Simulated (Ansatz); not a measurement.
Ansatz input

```yaml
crystal:
  lattice:
    - [2.5534472733, 0.0, 0.0]
    - [-1.2767236367, 2.2113502059, 0.0]
    - [0.0, 0.0, 8.3415221397]
  atoms:
    - { symbol: Cu, position: [1.0, 1.0, 0.0] }
    - { symbol: Cu, position: [1.0, 1.0, 0.5] }
    - { symbol: Cu, position: [0.3333333333, 0.6666666667, 0.25] }
    - { symbol: Cu, position: [0.6666666667, 0.3333333333, 0.75] }
hamiltonian:
  xc: pbesol
  pseudopotentials:
    kind: paw
    azcp:
      Cu: "pseudopotentials/Cu.paw.azcp"
basis:
  ecutwfc: 420
  fft_grid_basis: typed
kpoints:
  mp_grid: { grid: [16, 16, 5], shift: [0, 0, 0] }
magnetization:
  spin_polarized: false
scf:
  occupations: { method: fermi_dirac, width: 0.1 }
  lower_state_search: "off"
output:
  stress: true
```

and its output:

```
Warning: the record states the generating functional pbe (its physics header spells it `PBE`), which answers neither for hamiltonian.xc's functional nor for the pbesol family's — results may be inconsistent (PPs are generated against a specific XC)
Engine: ansatz 0.2.0, x86_64-unknown-linux-gnu
Pseudopotentials: kind: paw
Pseudopotential: Cu, paw, valence charge 19, recommended cutoff 420 eV (normal) 
Functional definition: PBEsol
  exchange = pbesol_x
  correlation = pbesol_c
Crystal: 4 atoms, lattice volume = 47.101 Å³
Basis set: ecut = 420 eV, 945 PW (Γ)
Bands: 43, of which v1, the nominal top of the filled ones, is band 38 counted from 1 (37 counted from 0)
Symmetry: 24 space group operations
Space group: P63/mmc (ITA 194), of the structure as read, at distance tolerance 3.6e-5 Å
k-points: 90 of 1280
Non-local potential: Cu, projectors of the file, l = 0: 3, l = 1: 2, l = 2: 3, l = 3: 1
PAW form: soft (Blöchl's): semilocal exchange-correlation on the pseudo side does not see the compensation charge
PAW frozen core: Cu, regenerated for the run's functional, and the local potential with it (the file was generated under x = pbe(κ = 0.804, μ = 0.2195149727645171), c = pbe(β = 0.06672455060314922))
PAW one-centre angular grid: Cu, 590 points (default); XC on 64 Gauss nodes
Initial density: superposition of atomic densities (neutral atoms: chi_scale 0, normalization atom), corrected by the library's trained network
Initial wavefunctions: pseudopotential atomic-orbital guess
Functional: x = pbesol(κ = 0.804, μ = 0.12345679012345678), c = pbesol(β = 0.046)
SCF iter   1: F=—  HF=-26355.082822 eV  |F-HF|=—  |Δ(HF+E_count)|=         —  Δρ=2.15e-2  dr2=1.14e-1  ethr=1.77e-3  ⟨swp⟩=4.7  Hψ=11427  notcnv=0
SCF iter   2: F=—  HF=-26355.058778 eV  |F-HF|=—  |Δ(HF+E_count)|=   2.40e-2  Δρ=1.83e-3  dr2=1.15e-3  ethr=1.49e-4  ⟨swp⟩=2.0  Hψ=6832  notcnv=0  defer=10
SCF iter   3: F=—  HF=-26355.057605 eV  |F-HF|=—  |Δ(HF+E_count)|=   1.17e-3  Δρ=2.42e-3  dr2=1.86e-3  ethr=1.51e-6  ⟨swp⟩=2.0  Hψ=6730  notcnv=0  defer=10
SCF iter   4: F=—  HF=-26355.056951 eV  |F-HF|=—  |Δ(HF+E_count)|=   6.53e-4  Δρ=2.44e-4  dr2=2.53e-5  ethr=1.51e-6  ⟨swp⟩=2.0  Hψ=5568  notcnv=0  defer=10
SCF iter   5: F=—  HF=-26355.057003 eV  |F-HF|=—  |Δ(HF+E_count)|=   5.19e-5  Δρ=1.41e-4  dr2=5.35e-6  ethr=3.32e-8  ⟨swp⟩=2.0  Hψ=7323  notcnv=0  defer=10
SCF iter   6: F=—  HF=-26355.057002 eV  |F-HF|=—  |Δ(HF+E_count)|=   1.41e-6  Δρ=5.73e-5  dr2=2.09e-6  ethr=7.04e-9  ⟨swp⟩=2.0  Hψ=5769  notcnv=0  defer=10
SCF iter   7: F=—  HF=-26355.057001 eV  |F-HF|=—  |Δ(HF+E_count)|=   1.99e-7  Δρ=1.99e-5  dr2=3.78e-7  ethr=2.74e-9  ⟨swp⟩=1.1  Hψ=3869  notcnv=0  defer=10
SCF iter   8: F=-26355.057001 eV  HF=-26355.057001 eV  |F-HF|=1.76e-8  |Δ(HF+E_count)|=   7.58e-8  Δρ=4.52e-6  dr2=1.64e-8  ethr=1.32e-10  ⟨swp⟩=4.0  Hψ=13157  notcnv=0
SCF 1 converged in 8 iterations: F = -26355.057001 eV  dr2 = 1.64e-8
SCF converged after 8 iterations
Free energy (F): -26355.057001 eV
Harris-Foulkes:  -26355.057001 eV  (|F-HF|=1.76e-8)
Internal energy: -26355.011752 eV  (E = F + TS)
E sigma→0 (E₀):  -26355.034377 eV
Entropy (-TS):   -0.045250 eV (-11.312 meV/atom)
Fermi energy:    16.606215 eV
--- Per-component energies (eV) ---
  E_band       = -1440.532448
  E_kinetic    = 1200.354628
  E_local      = -16176.624210  (includes V_loc(G=0)·N_el)
  E_nonlocal   = 1565.985605
  E_hartree    = 7114.319698
  E_xc         = -356.047007
  E_vxc        = -461.479886  (∫ρ·V_xc dr)
  E_paw        = -6505.157225  (= ΣΔE_a)
  E_vpaw       = -1797.406311  (= ΣTr[D̂ρ^β])
  E_aug_tail   = 0.000919  (compensation charges beyond the density's cutoff)
  E_ewald      = -13198.668969
  E_core_change = 0.824809  (= ΣΔE_core)
  E_smearing   = -0.045250  (= −TS)
  E_closure    = -0.000000  (closes the sum)
  Σ components = -26355.057001   (vs F -26355.057001, Δ=0.00e0)
--- Stress (GPa, compression-positive) ---
       -5.954686       0.000000      -0.000000
        0.000000      -5.954686       0.000000
       -0.000000       0.000000      -5.907463
  P = ⅓ Tr σ = -5.9389 GPa (-59.389 kbar)
```
